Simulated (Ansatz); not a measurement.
Zr$_{2}$CuSb$_{3}$:
```
CELL_PARAMETERS angstrom
      3.92442     0.00000     0.00000
      0.00000     3.92442     0.00000
      0.00000     0.00000     8.64196
ATOMIC_POSITIONS crystal
  Cu 0.00000 0.00000 0.00000
  Zr 0.00000 0.50000 0.73631
  Zr 0.50000 0.00000 0.26369
  Sb 0.50000 0.50000 0.00000
  Sb 0.00000 0.50000 0.37690
  Sb 0.50000 0.00000 0.62310
```

Relaxed with r²SCAN.

Give the Bader charges and basin volumes of the independent atoms, r²SCAN in the plane-wave PAW code Ansatz.



```csv
atom,Bader charge (e),Bader volume (Å³)
Cu1,-0.26,16.5
Zr2,+1.47,15.4
Sb4,-0.73,26.8
Sb5,-0.97,29.5
```

Space group P-4m2. The workflow started from an entry of the Crystallography Open Database (COD). Its standing as an ambient phase is unchecked. Symmetry was held in the r²SCAN relaxation; its stability against distortions is not shown here. No spin polarisation was allowed. Spin–orbit coupling is left out wherever it is not named.

Potentials: the later of the program's two PAW sets.
